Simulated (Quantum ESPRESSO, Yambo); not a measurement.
# Quasiparticle gap of Cs2LiLuCl6

```cif
data_Cl24Cs8Li4Lu4
_chemical_formula_sum 'Li4 Cl24 Cs8 Lu4'
_space_group_name_H-M_alt 'Fm-3m'
_space_group_IT_number 225
_space_group_name_Hall '-F 4 2 3'
_cell_length_a 10.54186
_cell_length_b 10.54186
_cell_length_c 10.54186
_cell_angle_alpha 90.000
_cell_angle_beta 90.000
_cell_angle_gamma 90.000
loop_
_atom_site_label
_atom_site_type_symbol
_atom_site_symmetry_multiplicity
_atom_site_Wyckoff_symbol
_atom_site_fract_x
_atom_site_fract_y
_atom_site_fract_z
_atom_site_occupancy
Li1 Li 4 b 0.50000 0.50000 0.50000 1
Cl1 Cl 24 e 0.00000 0.00000 0.24616 1
Cs1 Cs 8 c 0.25000 0.25000 0.25000 1
Lu1 Lu 4 a 0.00000 0.00000 0.00000 1
```
(The calculation used a cell of 10 atoms; values per cell refer to that cell.)

The geometry is that of Materials Project entry mp-570379, symmetrised and not relaxed again.

Starting point: norm-conserving PBEsol (Quantum ESPRESSO, 100 Ry, without SOC). G0W0 in Yambo: 2×2×2 Γ-centred k mesh, bands 3 to 310 and a 6 Ry block in the screening, 310 bands in G with the Bruneval-Gonze terminator, plasmon pole fitted at 27.2 eV.

```json
{
  "PBEsol gap along the band path": "5.23 eV",
  "PBEsol gap between the mesh's edge points (Γ → Γ)": "5.23 eV",
  "G0W0 gap between the same points": "7.94 eV"
}
```

```csv
k point,band,E PBEsol (eV),E QP (eV),shift (eV),Z
Γ,VB,0.00,-1.68,-1.68,0.81
Γ,CB,5.23,6.26,1.02,0.84
L,VB,-0.22,-1.76,-1.53,0.81
L,CB,5.40,6.44,1.04,0.84
X,VB,-0.02,-1.69,-1.68,0.81
X,CB,5.38,6.42,1.04,0.84
```

Energies count from the PBEsol valence-band maximum.

Nearest settings tried, and what they do to the gap: 203 bands in W, 203 bands in G: +33 meV; 3 Ry block (181 vectors against 537): -365 meV; 1×1×1 mesh: -195 meV. So the settings aren't converged at that level. The k mesh is coarse.

The 4f states are in the valence at their DFT position.

The structure is a Materials Project entry; no match was found in the copy of COD used, and its stability was not checked.
